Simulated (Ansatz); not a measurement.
What a trial cell of CaH8 relaxes into

Method: Ansatz 0.2.0, DFT PBE, scalar-relativistic, plane waves, PAW. Cutoff 420 eV, Gaussian smearing, Γ-centred meshes. Cell and atoms relax first on a coarse mesh and then on a converged one. In between, the cell is made exact in the group found at 0.06 Å. The steps can't lower the symmetry of their start. No spin polarisation.

The cell of CaH8 is invented: random cell by space group and Wyckoff sites (Cmm2, No. 35). Its size is a rough estimate.

Space group Cmm2 (No. 35). a = 4.876 Å, b = 5.200 Å, c = 5.946 Å, α = 90.00°, β = 90.00°, γ = 90.00°
```csv
atom,site,symmetry,x,y,z
Ca,2b,mm2,0.5000,0.0000,0.2084
H,4d,.m.,0.3457,0.0000,0.5443
H,4e,m..,0.5000,0.4095,0.0868
H,4c,..2,0.2500,0.7500,0.3069
H,4d,.m.,0.1511,0.0000,0.0861
```

The zero of energy is the elements' standard structures at the same level (H₂ as a molecule); no fitted shifts are applied.

Question: What does it relax into?

Answer: The symmetry stays Cmm2 (No. 35). The volume per atom grows by 75.6 %, from 8.4 to 14.7 Å³. The shortest distance goes from 0.87 Å (H–H) to 0.76 Å (H–H). The end holds H–H pairs as short as in free H₂ molecules (shortest 0.76 Å). The energy falls by about 0.70 eV/atom (the start's value is from the coarse mesh). Conventional cell: a = 5.683 Å, b = 6.516 Å, c = 7.151 Å. Ca is surrounded by 4 H at 2.16 Å and 4 H at 2.59–2.69 Å; around H on a site of symmetry m lie 1 H at 0.76 Å and 1 Ca at 2.69 Å; H on a second site of symmetry m is surrounded by 1 H at 0.84 Å and 2 H at 1.17 Å; around H on a site of symmetry 2 lie 2 Ca at 2.16 Å; H on a third site of symmetry m has 2 H at 1.17 Å, 1 H at 2.17 Å, 1 Ca at 2.59 Å and 2 H at 2.60 Å.

```yaml
crystal:
  lattice:
    - [2.84158, -3.25801, 0.00000]
    - [2.84158, 3.25801, 0.00000]
    - [0.00000, 0.00000, 7.15083]
  atoms:
    - { symbol: Ca, position: [0.50000, 0.50000, 0.71681] }
    - { symbol: H, position: [0.43354, 0.43354, 0.34389] }
    - { symbol: H, position: [0.56646, 0.56646, 0.34389] }
    - { symbol: H, position: [0.93521, 0.06479, 0.98134] }
    - { symbol: H, position: [0.06479, 0.93521, 0.98134] }
    - { symbol: H, position: [0.00000, 0.50000, 0.70433] }
    - { symbol: H, position: [0.50000, 0.00000, 0.70433] }
    - { symbol: H, position: [0.19113, 0.19113, 0.98377] }
    - { symbol: H, position: [0.80887, 0.80887, 0.98377] }
```

Question: Give its energy and gap.

Answer:

- Formation energy: +0.372 eV/atom
- Gap on the 6×6×4 mesh of the 9-atom cell: 1.09 eV

The separate elements lie lower, so it is unstable against them.

The last run used Gaussian smearing of 0.02 eV. No dispersion correction is applied, so the spacing and binding between layers, chains or molecules are poorly described. Kohn–Sham gaps at this level usually fall short of measured ones. With hydrogen, zero-point motion can shift formation energies by some tens of meV/atom. A structure relaxed within its symmetry needn't be a true minimum. In all, the 3 runs took 6.6 min on 1 thread of Arm Neoverse N1, on a shared host.
